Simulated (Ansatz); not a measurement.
YCl, DFT, PBEsol, all-electron PAW with datasets made for the crystal, scalar-relativistic (Ansatz 0.2.0), run on 1 thread of Arm Neoverse V2 on a shared host.

The geometry is COD entry 4344519, unchecked; take it as a test cell. The listed cell was then made from it by scaling, straining or moving an atom.

Command: `ansatz run input.yaml --threads 1 --pin off --max-ram 4096MiB --backend cpu --events-out ev --progress --plain --runs-dir out`

```yaml
crystal:
  lattice:
    - [1.8949121292, 1.0940280279, 9.175]
    - [-1.8949121292, 1.0940280279, 9.175]
    - [0.0, -2.1880560557, 9.175]
  atoms:
    - { symbol: "Y", position: [0.21683, 0.21683, 0.21683] }
    - { symbol: "Y", position: [0.78317, 0.78317, 0.78317] }
    - { symbol: Cl, position: [0.3883, 0.3883, 0.3883] }
    - { symbol: Cl, position: [0.6117, 0.6117, 0.6117] }
kpoints:
  mp_grid: { grid: [8, 8, 8] }
scf:
  occupations: { method: fermi_dirac, width: 0.02 }
hamiltonian:
  xc: pbesol
  pseudopotentials: { kind: all_electron, datasets: crystal }
output:
  forces: true
  stress: true
  eigenvalues: true
  efg: { contact_densities: true }
```

**Question.** How large is the problem that the program sets up?

**Answer.** 65 irreducible k-points, 839 plane waves at Γ, 29 bands.

**Question.** About how long does it take, and how much memory does it use?

**Answer.** 23 s of wall time for 12 SCF iterations, with a peak of 0.66 GiB. Times on shared machines scatter by tens of per cent.

**Question.** And the same cell and mesh by frozen-core PAW, asked for forces, stress, eigenvalues, efg, write_density, write_potential, elf, on the same hardware?

**Answer.** 12 s, peak memory 0.48 GiB.
